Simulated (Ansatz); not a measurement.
A relaxed cell of ScF5 is given with its symmetry left out. The cell was found from a structure generator's guess, not taken from experiment.

Computed with Ansatz 0.2.0, DFT PBE, scalar-relativistic, plane waves, PAW. Cutoff 420 eV, Γ-centred mesh, Gaussian smearing, collinear spin.

```
Sc F
1.0
     0.00000    3.78174    3.78174
     3.78174    0.00000    3.78174
     3.78174    3.78174    0.00000
Sc F
1 5
Cartesian
  1.8909 1.8909 1.8909
  5.6726 5.6726 5.6726
  6.7647 4.5805 4.5805
  4.5805 6.7647 4.5805
  4.5805 4.5805 6.7647
  6.7647 6.7647 6.7647
```

Energies over the elements count from the elements' standard structures at the same level (F₂ as a molecule), with no fitted energy shifts.

Question: What space group does it have?

Answer: F-43m (No. 216). Conventional cell: a = 7.563 Å. Around Sc lie 12 F at 3.10 Å and 6 F at 3.78 Å; F on a site of symmetry -43m has 4 F at 1.89 Å (long against the sum of covalent radii); F on a site of symmetry 3m is surrounded by 1 F at 1.89 Å, 3 F at 2.26 Å, 3 F at 3.09 Å and 3 Sc at 3.10 Å.

Question: What is its formation energy per atom?

Answer: −0.54 eV/atom. It lies below the elements, which doesn't yet make it stable against other compounds or structures.

Question: Is it a metal?

Answer: Yes, bands cross the Fermi level on the 10×10×10 mesh.

Question: Which magnetic moments does it keep?

Answer: 0.33 μB per atom net, the space between the atoms included; by site: Sc -0.6; F 0.9, 0.4 (×4) μB.

The last run used collinear spin, a 10×10×10 mesh for its 6-atom cell and Gaussian smearing of 0.10 eV. The magnetic state reached may not be the lowest. Symmetry constrained the relaxation, so the result can be a saddle point.
